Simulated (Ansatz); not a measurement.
## AlB2-type CaB₂

Computed with Ansatz (plane waves, PAW, 420 eV cutoff): PBEsol, scalar-relativistic, no spin polarisation, 12×12×8 k-mesh, Gaussian smearing of 0.05 eV. The datasets are Ansatz's generated set soft_2.

```
Ca B
1.0
     3.19957    0.00000    0.00000
    -1.59978    2.77091    0.00000
     0.00000    0.00000    4.02441
Ca B
1 2
Direct
  0.00000 0.00000 0.00000
  0.33333 0.66667 0.50000
  0.66667 0.33333 0.50000
```

The start was a prototype's sites filled with these elements, not a measured cell.

The cell above was scaled in volume, and shape and atoms were relaxed at each volume within its symmetry. Energies are counted from the cell above.

| V (Å³/atom) | ΔE (meV/atom) | P (GPa) |
| --- | --- | --- |
| 11.42 | 8.1 | 5.6 |
| 11.66 | ? | ? |
| 11.89 | 0.0 | 0.0 |
| 12.13 | 1.8 | -2.4 |
| 12.37 | 7.0 | -4.6 |

(1) Fill in the withheld row.

(2) What do the points give for the equilibrium volume, the bulk modulus and its pressure derivative (third-order Birch–Murnaghan)?

Answers:

(1) ΔE (meV/atom): 2.0, P (GPa): 2.7.

(2) V0 = 11.89 Å³/atom, B0 = 127 GPa, B0′ = 3.8.

B0·V0 = 127.1 GPa × 11.89 Å³ = 9.44 eV/atom sets the scale: near the minimum ΔE ≈ ½ B0 V0 x², with x = V/V0 − 1, and a pressure of 1.3 GPa squeezes the volume by about 1 %. At the ends of the curve: x = −4.0 % predicts 7.6 meV/atom and the run gives 8.1; x = +4.0 % predicts 7.5 meV/atom and the run gives 7.0. The curve is steeper than the parabola on the compressed side and flatter on the expanded side: the bulk modulus rises with pressure. The run is a metal.
